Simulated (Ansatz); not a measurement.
# NbSb, before and after

The cell of NbSb is invented: random cell by space group and Wyckoff sites (P4/nmm, No. 129). Its size is a rough estimate.

start.xyz

```xyz
4
Lattice="4.6808 0.0000 0.0000 0.0000 4.6808 0.0000 0.0000 0.0000 4.6433" Properties=species:S:1:pos:R:3 pbc="T T T"
Nb    2.3404    0.0000    4.0739
Nb    0.0000    2.3404    0.5694
Sb    2.3404    0.0000    1.7055
Sb    0.0000    2.3404    2.9378
```

Computed with DFT PBE, scalar-relativistic, plane waves, PAW in Ansatz. Cutoff 420 eV, Gaussian smearing, Γ-centred meshes. Cell and atoms relax first on a coarse mesh and then on a finer one. In between, the cell is made exact in the group found at 0.06 Å. In metals the finer mesh still leaves noise of several meV/atom or more. The steps can't lower the symmetry of their start. No spin polarisation in the relaxation; trial moments died out in a coarse test.

end.xyz

```xyz
4
Lattice="3.5910 0.0000 0.0000 0.0000 3.5910 0.0000 0.0000 0.0000 6.5125" Properties=species:S:1:pos:R:3 pbc="T T T"
Nb    1.7955    0.0000    5.6650
Nb    0.0000    1.7955    0.8474
Sb    1.7955    0.0000    2.1446
Sb    0.0000    1.7955    4.3679
```

The symmetry stays P4/nmm (No. 129). The volume per atom shrinks by 17.5 %, from 25.4 to 21.0 Å³. The shortest distance goes from 2.27 Å (Nb–Sb) to 2.85 Å (Nb–Sb). The ratio c/a of the conventional cell changes by a factor of 1.83. The energy falls by about 2.2 eV/atom (the start's value is from the coarse mesh).

```json
{"Volume per atom": "21.00 Å³", "Density": "8.49 g/cm³", "Formation energy": "−0.22 eV/atom", "Gap on the 14×14×8 mesh of the 4-atom cell": "0 eV (a metal)"}
```

Energies over the elements count from the elements' standard structures at the same level, with no fitted energy shifts. It lies below the elements, which doesn't yet make it stable against other compounds or structures.

The last run used Gaussian smearing of 0.10 eV. Spin–orbit coupling, which can matter for Sb, is left out. A structure relaxed within its symmetry needn't be a true minimum. In all, the 4 runs took 5 min on 1 thread of Arm Neoverse V1, with other jobs on the host.
